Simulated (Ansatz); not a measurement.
RuW:
```
CELL_PARAMETERS angstrom
      0.00000     2.56532     2.56532
      2.56532     0.00000     2.56532
      2.56532     2.56532     0.00000
ATOMIC_POSITIONS crystal
  Ru 0.00000 0.00000 0.00000
  W  0.50000 0.50000 0.50000
```

Relaxed with PBE. Special points in fractions of this cell's reciprocal vectors: Γ (0.000, 0.000, 0.000); X (0.500, 0.000, 0.500); U (0.625, 0.250, 0.625); K (0.375, 0.375, 0.750); L (0.500, 0.500, 0.500); W (0.500, 0.250, 0.750).

Task: List the band energies nearest the Fermi level at these points for PBE with spin–orbit coupling in the plane-wave PAW code Ansatz.

Result: In eV from the Fermi level; about four levels below and three above (degenerate sets whole), none deeper than 8.9 eV; points with the same levels are listed once.

| k | below | above |
|---|---|---|
| Γ | -4.66 -4.66 -4.66 -4.66 -4.44 -4.44 | 2.74 2.74 2.74 2.74 |
| X | -0.91 -0.91 -0.81 -0.81 | 1.04 1.04 1.37 1.37 |
| U | -3.07 -3.07 -1.48 -1.48 | 0.31 0.31 1.09 1.09 |
| L | -1.37 -1.37 -1.23 -1.23 | 0.40 0.40 0.78 0.78 |
| W | -1.04 -1.04 -0.95 -0.95 | 1.08 1.08 1.37 1.37 |

Space group Fm-3m (rock salt). The start of the workflow was typed in or built on a structure type; neither database checked (COD, Materials Project) lists it. Its standing as an ambient phase is unchecked. The PBE relaxation kept the symmetry of its start; its stability against distortions is not shown here. The run is not spin-polarised. The volume moved by 15 % from the start of the relaxation. Its formation energy is positive at this level, so the cell may be metastable or incomplete.

Potentials: the earlier of the program's two PAW sets.
